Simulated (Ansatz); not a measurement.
Cu Kα1 powder pattern (kinematic, no thermal factors).
| 2θ (°) | relative intensity |
| --- | --- |
| 24.19 | 4 |
| 27.33 | 100 |
| 31.49 | 1 |
| 32.31 | 2 |
| 40.89 | 3 |
| 45.37 | 47 |
| 45.40 | 24 |
| 47.58 | 2 |
| 52.10 | 1 |
| 53.74 | 14 |
| 53.81 | 29 |
| 66.05 | 3 |
| 66.16 | 8 |
| 67.87 | 1 |
| 72.93 | 11 |
| 72.98 | 6 |
| 77.23 | 1 |
| 83.79 | 7 |
| 83.87 | 15 |

The pattern is computed from a structure relaxed with Ansatz 0.2.0, DFT PBE, scalar-relativistic, plane waves, PAW. No spin polarisation. Its elements are As, Ga, P.

Problem. Give the structure.

Solution. Ga5As3P2.
Space group I-4m2 (No. 119). a = 3.992 Å, b = 3.992 Å, c = 28.268 Å, α = 90.00°, β = 90.00°, γ = 90.00°
| atom | site | symmetry | x | y | z |
| --- | --- | --- | --- | --- | --- |
| Ga | 4e | 2mm. | 0.5000 | 0.5000 | 0.1984 |
| Ga | 4e | 2mm. | 0.5000 | 0.5000 | 0.4045 |
| Ga | 2b | -4m2 | 0.5000 | 0.5000 | 0.0000 |
| P | 4f | 2mm. | 0.0000 | 0.5000 | 0.4522 |
| As | 4f | 2mm. | 0.5000 | 0.0000 | 0.3530 |
| As | 2c | -4m2 | 0.0000 | 0.5000 | 0.2500 |

A pattern alone doesn't exclude other cells with like lines; this is the one computed.

The structure comes from a generated guess; another structure or a mixture of phases may lie lower.
